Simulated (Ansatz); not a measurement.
## Rh (fcc, Cu type): frozen-phonon scan

Rh (fcc, Cu type)

```xyz
2
Lattice="0.0000 3.8301 3.8301 1.9150 1.9150 3.8301 1.9150 1.9150 0.0000" Properties=species:S:1:pos:R:3 pbc="T T T"
Rh     0.0000     0.0000     0.0000
Rh     1.9150     3.8301     1.9150
```

The atoms are displaced by Q × the pattern below (from a DFPT mode at X = (0.5, 0.5, 0.0), largest move 1; Q in Å), at fixed cell. It is one choice among 2 degenerate patterns. (q is in reciprocal vectors of the primitive cell; the cell shown is doubled to hold the pattern.)

| atom | x | y | z |
|---|---|---|---|
| Rh1 | 0.000 | 1.000 | 0.000 |
| Rh2 | 0.000 | -1.000 | 0.000 |

Method: PBE (plane waves to 420 eV, PAW, scalar-relativistic; Ansatz, a program for electronic structure). k mesh 21×21×21 (Γ-centred), Fermi-Dirac smearing 0.05 eV. The energy includes the smearing's −TS. Stress and pressure are positive under compression. With partly filled bands, energies and forces of such displacements shift with the k mesh and the smearing. Rh is run without spin polarisation. Rh was relaxed with its symmetry unable to fall. ΔE is measured from the undisplaced structure.

| Q (Å) | ΔE (eV/cell) | −dE/dQ from forces (eV/Å) | P (GPa) |
|---|---|---|---|
| -0.280 | 0.994 | 6.935 | 20.6 |
| -0.233 | 0.691 | 5.994 | 14.4 |
| -0.187 | 0.438 | 4.819 | 9.2 |
| -0.140 | 0.243 | 3.541 | 5.2 |
| -0.093 | 0.107 | 2.311 | 2.3 |
| -0.047 | 0.026 | 1.139 | 0.6 |
| 0.000 | 0.000 | 0.000 | 0.0 |
| 0.047 | 0.026 | -1.139 | 0.6 |
| 0.093 | 0.107 | -2.311 | 2.3 |
| 0.140 | 0.243 | -3.541 | 5.2 |
| 0.187 | 0.438 | -4.819 | 9.2 |
| 0.233 | 0.691 | -5.994 | 14.4 |
| 0.280 | 0.994 | -6.935 | 20.6 |

Key numbers:

The energy at Q = 0.280 Å is 994 meV/cell. Space group of the distorted cell: Cmcm (No. 63), lowered from Fm-3m. Symmetry of the curve: even: the same for both signs. Shape of the curve: a single well with its minimum at or next to zero displacement. Harmonic wavenumber from the curvature (finite differences): 179 cm⁻¹. Wavenumber by perturbation theory (DFPT, on another k mesh): 179 cm⁻¹.

(For displaced atoms, the force is minus the slope of the energy, and its curvature is a force constant, which sets phonon frequencies.)
